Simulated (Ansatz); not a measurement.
Na:
```xyz
1
Lattice="-2.1118 2.1118 2.1118 2.1118 -2.1118 2.1118 2.1118 2.1118 -2.1118" Properties=species:S:1:pos:R:3 pbc="T T T"
Na     0.0000     0.0000     0.0000
```

Relaxed with r²SCAN.

List the phonon frequencies at the special points (DFPT on a 4×4×4 q-mesh, Fourier-interpolated; r²SCAN in the plane-wave PAW code Ansatz).

In cm⁻¹.

```
q  frequencies
-  -----------
Γ        0 0 0
H  130 130 130
N    31 89 135
P  105 105 105
```

Space group Im-3m (bcc (W type)). The r²SCAN relaxation kept the symmetry of its start; phonons on a q-mesh show no instability. As this level gives no gap, phonon frequencies hold no LO–TO term and depend on the k-mesh and smearing (Fermi–Dirac, 0.1 eV here).

Potentials: the later of the program's two PAW sets.
